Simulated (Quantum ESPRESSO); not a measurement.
```yaml
crystal:
  lattice:
    - [4.91497, 0.00000, 0.00000]
    - [-2.45749, 4.25649, 0.00000]
    - [0.00000, 0.00000, 5.43130]
  atoms:
    - { symbol: Si, position: [0.53109, 0.53109, 0.00000] }
    - { symbol: Si, position: [0.46891, 0.00000, 0.33333] }
    - { symbol: Si, position: [0.00000, 0.46891, 0.66667] }
    - { symbol: O, position: [0.26922, 0.41339, 0.78489] }
    - { symbol: O, position: [0.58661, 0.85583, 0.11822] }
    - { symbol: O, position: [0.14417, 0.73078, 0.45156] }
    - { symbol: O, position: [0.41339, 0.26922, 0.21511] }
    - { symbol: O, position: [0.85583, 0.58661, 0.88178] }
    - { symbol: O, position: [0.73078, 0.14417, 0.54844] }
```
Geometry: a computed entry of the Materials Project; it was not checked against measured cells. It is SiO2 in P3₁21. Stability against distortions was not tested. Forces on the atoms reach 0.13 eV/Å at this level.

With PBE (a modified build of Quantum ESPRESSO; gradients by PAW reconstruction on its ground state; JTH PAW datasets, 22.5 Ha):

```json
[
 {"quantity": "Vzz O (a.u.)", "PBE": "0.927"}
]
```

Cores are frozen. Against all-electron runs on small test molecules, this scheme's |Vzz| missed by −6 % on Si, −2 to +6 % on O.

Problem. What does the LDA, on its own JTH datasets and the same geometry, give?

Solution. 
```json
[
 {"quantity": "Vzz O (a.u.)", "LDA": "0.895", "LDA − PBE": "-0.031"}
]
```
